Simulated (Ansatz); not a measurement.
**BPd2: computed property card**

BPd2:
```cif
data_B2Pd4
_chemical_formula_sum 'B2 Pd4'
_space_group_name_H-M_alt 'Pnnm'
_space_group_IT_number 58
_space_group_name_Hall '-P 2 2n'
_cell_length_a 4.70033
_cell_length_b 5.08354
_cell_length_c 3.11513
_cell_angle_alpha 90.000
_cell_angle_beta 90.000
_cell_angle_gamma 90.000
loop_
_atom_site_label
_atom_site_type_symbol
_atom_site_symmetry_multiplicity
_atom_site_Wyckoff_symbol
_atom_site_fract_x
_atom_site_fract_y
_atom_site_fract_z
_atom_site_occupancy
B1 B 2 a 0.00000 0.00000 0.00000 1
Pd1 Pd 4 g 0.25253 0.34447 0.00000 1
```

Space group Pnnm (No. 58); conventional cell a = 4.700 Å, b = 5.084 Å, c = 3.115 Å, α = 90.00°, β = 90.00°, γ = 90.00°.

Method: PBEsol (plane waves, PAW; program Ansatz). Structure relaxed to zero pressure with the same functional. Other levels are named where they apply.

**Cell and energy**

| Quantity | Result |
|---|---|
| Volume per atom | 12.41 Å³ |
| Density | 9.98 g/cm³ |
| Formation energy from the elements (no fitted shifts) | -0.30 eV/atom |

**Electronic structure**

| Quantity | Result |
|---|---|
| Electronic character | metallic (no gap) |
| Density of states at the Fermi level | 0.27 states/eV per atom (mean over ±0.08 eV) |
| Gap with spin–orbit coupling | none (metallic) |

**Mechanics**

| Item | Result |
|---|---|
| Bulk modulus (Birch–Murnaghan fit) | 197 GPa |
| Pressure derivative B′ | 5.3 |

**Phonons**

| Quantity | Result |
|---|---|
| Highest zone-centre frequency | 590 cm⁻¹ |
| Zone-centre stability | no imaginary mode at Γ |

The workflow started from a Materials Project entry (that database holds measured and hypothetical structures alike); the Crystallography Open Database files this formula in space group No. 58, but the cells were not matched. Whether it is the stable phase at ambient conditions was not checked. Symmetry was held in the PBEsol relaxation. The run is not spin-polarised. As this level gives no gap, phonon frequencies hold no LO–TO term and depend on the k-mesh and smearing (Fermi–Dirac, 0.1 eV here). The references are the lowest solids computed at this level, not always the standard phases. Scalar-relativistic: spin–orbit coupling is off unless named, which matters more the heavier the elements.

Potentials: the later of the program's two PAW sets.
